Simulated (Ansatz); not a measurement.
An Ansatz (a program for electronic structure) run. Input:

Ansatz 0.2 input:
```yaml
crystal:
  lattice:
    - [2.6922505245, 0.0, 0.0]
    - [-1.3461252623, 2.3315573476, 0.0]
    - [0.0, 0.0, 8.6434354967]
  atoms:
    - { symbol: Ru, position: [0.0, 0.0, 0.0] }
    - { symbol: Ru, position: [0.6666666667, 0.3333333333, 0.25] }
    - { symbol: Ru, position: [0.0, 0.0, 0.5] }
    - { symbol: Ru, position: [0.3333333333, 0.6666666667, 0.75] }
kpoints:
  mp_grid: { grid: [13, 13, 4] }
  band_path:
    path:
      - [[0.0, 0.0, 0.0], [0.5, 0.0, 0.0], [0.3333333333, 0.3333333333, 0.0], [0.0, 0.0, 0.0], [0.0, 0.0, 0.5], [0.5, 0.0, 0.5], [0.3333333333, 0.3333333333, 0.5], [0.0, 0.0, 0.5]]  # Γ-M-K-Γ-A-L-H-A
      - [[0.5, 0.0, 0.5], [0.5, 0.0, 0.0]]  # L-M
      - [[0.3333333333, 0.3333333333, 0.5], [0.3333333333, 0.3333333333, 0.0]]  # H-K
    npoints: 8
hamiltonian:
  xc: r2scan
  pseudopotentials: { azcp: { folder: ./paw }, kind: paw_fr }
magnetization: { noncollinear: true, spin_orbit: true }
scf:
  n_extra_bands: 12
  convergence: { dr2_threshold: 0.0000000001 }
  occupations: { method: gaussian, width: 0.05 }
output: { eigenvalues: true }
```

Output (shortened):

```
Pseudopotential: Ru, paw, valence charge 16
Functional definition: r2SCAN
non-collinear run that drives no moment, with spin-orbit …
Crystal: 4 atoms, lattice volume = 54.256 Å³
Basis set: ecut = 500 eV, 1375 PW (Γ), exchange–correlation on 80×80×256 points (64 copies of the dense FFT grid, shifted against one another)
Bands: 76, of which v1, the nominal top of the filled ones, is band 64 counted from 1 (63 counted from 0)
Symmetry: 24 space group operations + 24 with time reversal
k-points: 63 of 676
Projection manifold: j_resolved (fully-relativistic pseudo-atomic orbitals)
SCF iter   1: F=—  HF=-23538.533594 eV  |F-HF|=—  |Δ(HF+E_count)|=         —  Δρ=1.14e-1  dr2=6.81e0  dr2_τ=4.12e-2  dr2_m=0.00e0 (ungated)  ethr=3.10e-3  |M|=0.00e0 ∫|m|=0.00e0 μB  |m|>n=0.0e0 m-floor=0.0e0 τ_xc=0.0e0  β_m=0.30  ⟨swp⟩=6.4  Hψ=10266  notcnv=0  defer=2
preconditioner: auto → Kerker (q_TF=auto, 2.804 Å⁻¹)
spin=Noncollinear: Kerker preconditioning applied to the charge; magnetization (m_x, m_y, m_z) channels mix plain (no charge-response kernel on spin).
SCF iter   2: F=—  HF=-23537.053498 eV  |F-HF|=—  |Δ(HF+E_count)|=    1.48e0  Δρ=7.25e-2  dr2=2.74e0  dr2_τ=2.77e-2  dr2_m=0.00e0 (ungated)  ethr=3.10e-3  |M|=0.00e0 ∫|m|=0.00e0 μB  |m|>n=0.0e0 m-floor=0.0e0 τ_xc=0.0e0  β_m=0.55  ⟨swp⟩=2.0  Hψ=3945  notcnv=0  defer=296
SCF iter   3: F=—  HF=-23536.646359 eV  |F-HF|=—  |Δ(HF+E_count)|=   4.07e-1  Δρ=1.74e-2  dr2=1.22e-1  dr2_τ=9.73e-4  dr2_m=0.00e0 (ungated)  ethr=3.10e-3  |M|=0.00e0 ∫|m|=0.00e0 μB  |m|>n=0.0e0 m-floor=0.0e0 τ_xc=0.0e0  β_m=0.77  ⟨swp⟩=3.0  Hψ=4489  notcnv=0  defer=296
SCF iter   4: F=—  HF=-23536.687209 eV  |F-HF|=—  |Δ(HF+E_count)|=   4.08e-2  Δρ=1.10e-2  dr2=7.35e-2  dr2_τ=1.25e-3  dr2_m=0.00e0 (ungated)  ethr=1.91e-4  |M|=0.00e0 ∫|m|=0.00e0 μB  |m|>n=0.0e0 m-floor=0.0e0 τ_xc=0.0e0  β_m=0.76  ⟨swp⟩=2.1  Hψ=4683  notcnv=0  defer=296
SCF iter   5: F=—  HF=-23536.674086 eV  |F-HF|=—  |Δ(HF+E_count)|=   1.31e-2  Δρ=6.21e-3  dr2=3.50e-2  dr2_τ=8.07e-4  dr2_m=0.00e0 (ungated)  ethr=1.15e-4  |M|=0.00e0 ∫|m|=0.00e0 μB  |m|>n=0.0e0 m-floor=0.0e0 τ_xc=0.0e0  β_m=0.59  ⟨swp⟩=2.2  Hψ=3635  notcnv=0  defer=300
SCF iter   6: F=—  HF=-23536.670428 eV  |F-HF|=—  |Δ(HF+E_count)|=   3.66e-3  Δρ=1.04e-3  dr2=8.75e-4  dr2_τ=6.13e-6  dr2_m=0.00e0 (ungated)  ethr=5.46e-5  |M|=0.00e0 ∫|m|=0.00e0 μB  |m|>n=0.0e0 m-floor=0.0e0 τ_xc=0.0e0  β_m=0.79  ⟨swp⟩=2.3  Hψ=3139  notcnv=0  defer=300
SCF iter   7: F=—  HF=-23536.670578 eV  |F-HF|=—  |Δ(HF+E_count)|=   1.50e-4  Δρ=1.97e-4  dr2=1.35e-5  dr2_τ=3.07e-7  dr2_m=0.00e0 (ungated)  ethr=1.37e-6  |M|=0.00e0 ∫|m|=0.00e0 μB  |m|>n=0.0e0 m-floor=0.0e0 τ_xc=0.0e0  β_m=0.90  ⟨swp⟩=2.0  Hψ=3045  notcnv=0  defer=300
SCF iter   8: F=—  HF=-23536.670594 eV  |F-HF|=—  |Δ(HF+E_count)|=   1.59e-5  Δρ=5.20e-5  dr2=1.07e-6  dr2_τ=1.04e-8  dr2_m=0.00e0 (ungated)  ethr=2.11e-8  |M|=0.00e0 ∫|m|=0.00e0 μB  |m|>n=0.0e0 m-floor=0.0e0 τ_xc=0.0e0  β_m=0.95  ⟨swp⟩=2.9  Hψ=4388  notcnv=0  defer=300
SCF iter  11: F=-23536.670596 eV  HF=-23536.670596 eV  |F-HF|=7.28e-12  |Δ(HF+E_count)|=  5.02e-10  Δρ=4.24e-7  dr2=8.68e-11  dr2_τ=1.25e-12  dr2_m=0.00e0 (ungated)  ethr=1.00e-12  |M|=0.00e0 ∫|m|=0.00e0 μB  |m|>n=0.0e0 m-floor=0.0e0 τ_xc=0.0e0  ⟨swp⟩=6.6  Hψ=8709  notcnv=0
SCF 1 converged in 11 iterations: F = -23536.670596 eV  dr2 = 8.68e-11
NSCF: frozen V_eff on 75 k-points
SCF converged after 11 iterations
Magnetization: |M| = 0.0000 μB,  M = (+0.0000, +0.0000, +0.0000) μB
Absolute magnetization: 0.0000 μB (∫|m|)
  site 0: m = (+0.0000, +0.0000, +0.0000) μB, |m| = 0.0000 μB  (R = 1.10 Å)
  site 1: m = (+0.0000, +0.0000, +0.0000) μB, |m| = 0.0000 μB  (R = 1.10 Å)
  site 2: m = (+0.0000, +0.0000, +0.0000) μB, |m| = 0.0000 μB  (R = 1.10 Å)
  site 3: m = (+0.0000, +0.0000, +0.0000) μB, |m| = 0.0000 μB  (R = 1.10 Å)
Free energy (F): -23536.670596 eV
Harris-Foulkes:  -23536.670596 eV  (|F-HF|=7.28e-12)
Internal energy: -23536.664198 eV  (E = F + TS)
E sigma→0 (E₀):  -23536.667397 eV
Entropy (-TS):   -0.006398 eV (-1.600 meV/atom)
Fermi energy:    23.220958 eV
--- Per-component energies (eV) ---
  E_band       = -286.707583
  E_kinetic    = 1838.436916
  E_local      = -5072.052232  (includes V_loc(G=0)·N_el)
  E_nonlocal   = 1652.314995
  E_hartree    = 1680.606366
  E_xc         = -653.582743
  E_vxc        = -957.815611  (∫ρ·V_xc dr)
  E_paw        = -14052.798700  (= ΣΔE_a)
  E_vpaw       = -1178.367513  (= ΣTr[D̂ρ^β])
  E_aug_tail   = 0.002579  (compensation charges beyond the density's cutoff)
  E_vtau       = 69.560333  (kinetic-family band-sum trace: ∫τ·v_τ [+ j·A + Jᵃ·Aᵃ] dr)
  E_ewald      = -8928.347267
  E_core_change = -1.244110  (= ΣΔE_core)
  E_smearing   = -0.006398  (= −TS)
  E_closure    = 0.000000  (closes the sum)
  Σ components = -23536.670596   (vs F -23536.670596, Δ=0.00e0)
  [band-id]    e_kinetic+e_local+e_nonlocal+2·e_hartree+e_vxc+e_vpaw+e_augmentation_tail+e_vtau = -286.707802   (vs E_band -286.707583, Δ=-2.20e-4)
--- Band table (eV; the first three rows and the last of 63) ---
  k-point 0: bands = ["-52.0569", "-52.0569", "-51.9648", "-51.9648", "-51.9354", "-51.9354", "-51.8414", "-51.8414", "-23.4818", "-23.4818", "-23.2276", "-23.2276", "-23.1965", "-23.1965", "-22.9707", "-22.9707", "-20.3735", "-20.3735", "-19.9962", …
  k-point 1: bands = ["-52.0490", "-52.0490", "-51.9934", "-51.9934", "-51.9065", "-51.9065", "-51.8496", "-51.8496", "-23.4603", "-23.4603", "-23.3129", "-23.3129", "-23.1154", "-23.1154", "-22.9880", "-22.9880", "-20.3454", "-20.3454", "-20.1363", …
  k-point 2: bands = ["-52.0265", "-52.0265", "-52.0265", "-52.0265", "-51.8727", "-51.8727", "-51.8727", "-51.8727", "-23.4001", "-23.4001", "-23.4001", "-23.4001", "-23.0382", "-23.0382", "-23.0382", "-23.0382", "-20.2634", "-20.2634", "-20.2634", …
  k-point 62: bands = ["-51.8280", "-51.8280", "-51.8280", "-51.8280", "-51.7950", "-51.7950", "-51.7950", "-51.7950", "-23.5302", "-23.5302", "-23.5185", "-23.5185", "-23.4930", "-23.4930", "-23.4825", "-23.4825", "-20.4216", "-20.4216", "-20.4034", …
```

Cost: very roughly 2.6 core-minutes on shared cores.

Space group P6_3/mmc (dhcp (α-La type)). The start of the workflow was typed in or built on a structure type. Its sites differ from those of the usual phase in this space group: another stacking or structure type. Symmetry was held in the r²SCAN relaxation; its stability against distortions is not shown here. The run is not spin-polarised.

Potentials: the earlier of the program's two PAW sets.

Ansatz is a plane-wave DFT program.
